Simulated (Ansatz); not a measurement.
**TaF₃: relaxed-ion elastic tensor**

Method: Ansatz, DFT r2SCAN, scalar-relativistic, plane waves, PAW. Cutoff 500 eV, 10×10×10 k-points (Γ-centred), Fermi-Dirac smearing of 0.15 eV. No spin polarisation.

The cell, relaxed at this level:
```
Ta F
1.0
     4.09543    0.00000    0.00000
     0.00000    4.09543    0.00000
     0.00000    0.00000    4.09543
Ta F
1 3
Direct
  0.00000 0.00000 0.00000
  0.50000 0.00000 0.00000
  0.00000 0.50000 0.00000
  0.00000 0.00000 0.50000
```

In a metal, frequencies and elastic constants depend on the k mesh and the smearing, soft modes and shear constants most. Spin–orbit coupling is left out, which matters for heavy elements. A semilocal functional can close a gap that the real compound has.

Question: Give the relaxed-ion elastic constants (GPa, Voigt order xx yy zz yz xz xy, on the axes of the cell above).

Answer:
```
277.1  29.7  29.7   0.0   0.0   0.0
 29.7 277.1  29.7   0.0   0.0   0.0
 29.7  29.7 277.1   0.0   0.0   0.0
  0.0   0.0   0.0  -8.1   0.0   0.0
  0.0   0.0   0.0   0.0  -8.1   0.0
  0.0   0.0   0.0   0.0   0.0  -8.1
```

Question: Is the crystal stable against homogeneous strain?

Answer: Too close to call: the least eigenvalue is -8.1 GPa, within what the k mesh leaves open in a metal.